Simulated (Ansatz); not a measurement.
A trial cell of LiTa4O, before relaxation:

```yaml
crystal:
  lattice:
    - [5.11103, 0.00000, 0.00000]
    - [-2.55551, 4.42628, 0.00000]
    - [0.00000, 0.00000, 3.85953]
  atoms:
    - { symbol: Li, position: [0.00000, 0.00000, 0.00000] }
    - { symbol: Ta, position: [0.66667, 0.33333, 0.00000] }
    - { symbol: Ta, position: [0.50455, 0.00910, 0.50000] }
    - { symbol: Ta, position: [0.99090, 0.49545, 0.50000] }
    - { symbol: Ta, position: [0.50455, 0.49545, 0.50000] }
    - { symbol: O, position: [0.33333, 0.66667, 0.00000] }
```

All numbers below come from DFT PBE, scalar-relativistic, plane waves, PAW (Ansatz). Cutoff 420 eV, Gaussian smearing, Γ-centred meshes. Cell and atoms relax first on a coarse mesh and then on a finer one. In between, the cell is made exact in the group found at 0.06 Å. In metals the finer mesh still leaves noise of several meV/atom or more. The steps can't lower the symmetry of their start. No spin polarisation in the relaxation; trial moments died out in a coarse test.

A guess keeps its type if space group and coordination stay and the shape of the cell changes little (axis ratios within about 15 %, angles within 6°); the volume may change.

Question: Does this structure survive the relaxation?

Answer: It keeps its type. The symmetry stays P-6m2 (No. 187). The volume per atom grows by 33.1 %, from 14.6 to 19.4 Å³. The shortest distance goes from 2.40 Å (Ta–Ta) to 2.68 Å (Ta–Ta). The ratio c/a of the conventional cell changes by a factor of 1.06. Counting neighbours within 15 % of an atom's shortest distance, the start has Li 18, O 6, Ta 6/8 and the end Li 18, O 6, Ta 6/8.

The zero of energy is the elements' standard structures at the same level (O₂ as a molecule); no fitted shifts are applied.

Question: At what energy does it end?

Answer: +0.78 eV/atom. It can't be a ground state, since the elements alone are lower.

The last run used a 12×12×8 mesh (in the run's order of axes) for its 6-atom cell and Gaussian smearing of 0.10 eV. Spin–orbit coupling, which can matter for Ta, is left out. A structure relaxed within its symmetry needn't be a true minimum. Another cell of LiTa4O relaxed alike, in P-6m2, lies 1.12 eV/atom lower, so this cell isn't the stable form at this level.

In counts of neighbours, a slash parts the counts of unlike sites.
